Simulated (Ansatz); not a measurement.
CsZrCuSe₃ single point

The input, for Ansatz 0.2.0 (plane waves, PAW):

```yaml
crystal:
  lattice:
    - [3.887126, 0.0, 0.0]
    - [1.943563, -7.888286, 0.0]
    - [0.0, 0.0, -10.173454]
  atoms:
    - { symbol: Cs, position: [0.74457, 0.51086, 0.75] }
    - { symbol: Cs, position: [0.25543, 0.48914, 0.25] }
    - { symbol: Zr, position: [0.0, 0.0, 0.0] }
    - { symbol: Zr, position: [0.0, 0.0, 0.5] }
    - { symbol: Cu, position: [0.46521, 0.06958, 0.75] }
    - { symbol: Cu, position: [0.53479, 0.93042, 0.25] }
    - { symbol: Se, position: [0.38538, 0.22924, 0.9511] }
    - { symbol: Se, position: [0.61462, 0.77076, 0.4511] }
    - { symbol: Se, position: [0.61462, 0.77076, 0.0489] }
    - { symbol: Se, position: [0.38538, 0.22924, 0.5489] }
    - { symbol: Se, position: [0.05833, 0.88334, 0.75] }
    - { symbol: Se, position: [0.94167, 0.11666, 0.25] }
  symmetry: { tolerance: 0.0003 }
kpoints:
  mp_grid: { grid: [7, 7, 3], shift: [0, 0, 0] }
  band_path:
    path:
      - [0.0, 0.0, 0.0]
      - [0.0, -0.5, 0.0]
      - [0.46964698, -0.26517651, 0.0]
      - [0.53035302, 0.26517651, 0.0]
      - [0.0, 0.0, 0.0]
      - [0.0, 0.0, -0.5]
      - [0.53035302, 0.26517651, -0.5]
      - [0.46964698, -0.26517651, -0.5]
      - [0.0, -0.5, -0.5]
      - [0.0, -0.5, 0.0]
      - [0.0, 0.0, 0.0]
    npoints: 6
magnetization:
  spin_polarized: false
scf:
  occupations: { method: fermi_dirac, width: 0.0442 }
  lower_state_search: "off"
  max_iter: 200
hamiltonian:
  pseudopotentials: { kind: paw }
  xc: r2scan
basis:
  ecutwfc: 500
  fft_grid_basis: typed
output:
  forces: true
  stress: true
  eigenvalues: true
  bader: true
  populations: true
  elf: true
  write_potential: true
  volumetric_format: npy
  dos:
    e_range: [-12, 8]
    de: 0.05
    projected: { site_lists: { Cs: [Cs], Cu: [Cu], Se: [Se], Zr: [Zr] } }
checkpoint:
  read: saved_state
```

The run starts from an earlier solution of this cell. 

Output (shortened):

```
Pseudopotentials: kind: paw
Pseudopotential: Cs, paw, valence charge 9, recommended cutoff 500 eV (meta_gga), Cs.paw.azcp
Pseudopotential: Zr, paw, valence charge 12, recommended cutoff 500 eV (meta_gga), Zr.paw.azcp
Pseudopotential: Cu, paw, valence charge 19, recommended cutoff 500 eV (meta_gga), Cu.paw.azcp
Pseudopotential: Se, paw, valence charge 16, recommended cutoff 500 eV (meta_gga), Se.paw.azcp
Functional definition: r2SCAN
  exchange = r2scan_x(k0 = k0, k1 = k1, a1 = a1)
  correlation = r2scan_c
Crystal: 12 atoms, lattice volume = 311.946 Å³
Basis set: ecut = 500 eV, 7875 PW (Γ), exchange–correlation on 120×240×300 points (64 copies of the dense FFT grid, shifted against one another)
Bands: 106, of which v1, the nominal top of the filled ones, is band 88 counted from 1 (87 counted from 0)
Symmetry: 8 space group operations
Space group: Cmcm (ITA 63), of the structure as read, at distance tolerance 2.0e-3 Å
k-points: 32 of 147
Initial density: read from a saved state, or passed on in memory by an earlier SCF of this step, an earlier step, the calling program or the single point that the run made first
Functional: x = r2scan, c = r2scan; τ floored in thin density (d = 2e-4 eV/Å³)
SCF iter   1: F=-65909.1853 eV  Δρ=9.70e-4  dr2=4.54e-3  dr2_τ=5.38e-4
SCF iter   2: F=-65909.1874 eV  Δρ=6.11e-4  dr2=1.15e-3  dr2_τ=7.33e-5
SCF iter   3: F=-65909.1865 eV  Δρ=8.14e-4  dr2=1.63e-3  dr2_τ=2.01e-5
SCF iter   4: F=-65909.1880 eV  Δρ=1.65e-4  dr2=7.89e-5  dr2_τ=4.68e-6
SCF iter   5: F=-65909.1878 eV  Δρ=6.49e-5  dr2=1.18e-5  dr2_τ=4.08e-7
SCF iter   6: F=-65909.1878 eV  Δρ=1.79e-5  dr2=9.72e-7  dr2_τ=3.90e-8
SCF iter   7: F=-65909.1878 eV  Δρ=9.55e-6  dr2=2.32e-7  dr2_τ=3.44e-9
SCF iter   8: F=-65909.1878 eV  Δρ=5.37e-6  dr2=6.49e-8  dr2_τ=7.43e-10
Free energy (F): -65909.1878 eV
Harris-Foulkes:  -65909.1878 eV  (|F-HF|=7.32e-8)
Internal energy: -65909.1877 eV  (E = F + TS)
E sigma→0 (E₀):  -65909.1877 eV
Entropy (-TS):   -0.0002 eV (-0.014 meV/atom)
Fermi energy:    9.3633 eV
--- Per-component energies (eV) ---
  E_band       = -3696.0136
  E_kinetic    = 2270.6343
  E_local      = -34960.1759  (includes V_loc(G=0)·N_el)
  E_nonlocal   = -2556.9447
  E_hartree    = 16504.9012
  E_xc         = -1401.1744
  E_vxc        = -1589.2413  (∫ρ·V_xc dr)
  E_paw        = -31042.2379  (= ΣΔE_a)
  E_vpaw       = 43.7645  (= ΣTr[D̂ρ^β])
  E_aug_tail   = -0.0009  (compensation charges beyond the density's cutoff)
  E_vtau       = 86.1801  (kinetic-family band-sum trace: ∫τ·v_τ [+ j·A + Jᵃ·Aᵃ] dr)
  E_ewald      = -14712.7686
  E_core_change = -11.4206  (= ΣΔE_core)
  E_smearing   = -0.0002  (= −TS)
--- Forces (eV/Å), atoms counted from 1 ---
  atom   1  Cs     0.0000     0.0205     0.0000
  atom   2  Cs     0.0000    -0.0205     0.0000
  atom   3  Zr     0.0000     0.0000     0.0000
  atom   4  Zr     0.0000     0.0000     0.0000
  atom   5  Cu     0.0000    -0.0038     0.0000
  atom   6  Cu     0.0000     0.0038     0.0000
  atom   7  Se     0.0000    -0.1421     0.1261
  atom   8  Se     0.0000     0.1421     0.1261
  atom   9  Se     0.0000     0.1421    -0.1261
  atom  10  Se     0.0000    -0.1421    -0.1261
  atom  11  Se     0.0000    -0.0227     0.0000
  atom  12  Se     0.0000     0.0227     0.0000
--- Stress (GPa, compression-positive) ---
        1.8933       0.0000       0.0000
        0.0000       1.8321       0.0000
        0.0000       0.0000       1.5898
  P = ⅓ Tr σ = 1.7717 GPa (17.717 kbar)
--- Löwdin populations: 12 sites ---
  site symbol       q [e]
     0     Cs      8.2227
     1     Cs      8.2227
     2     Zr     11.2196
     3     Zr     11.2196
     4     Cu     18.3567
     5     Cu     18.3567
     6     Se     16.6250
     7     Se     16.6250
     8     Se     16.6250
     9     Se     16.6250
    10     Se     16.6135
    11     Se     16.6135
  spilling = 0.0038 (of n_electrons = 176.0000)
--- Bader charges: 12 sites ---
  site symbol  charge [e]  shift [e]
     0     Cs      0.7966     0.0000
     1     Cs      0.7966     0.0000
     2     Zr      2.0346     0.0009
     3     Zr      2.0346     0.0009
     4     Cu      0.3422     0.0020
     5     Cu      0.3422     0.0020
     6     Se     -1.0749     0.0007
     7     Se     -1.0749     0.0007
     8     Se     -1.0749     0.0007
     9     Se     -1.0749     0.0007
    10     Se     -1.0236     0.0014
    11     Se     -1.0236     0.0014
```

Origin: a database entry at a rescaled volume.
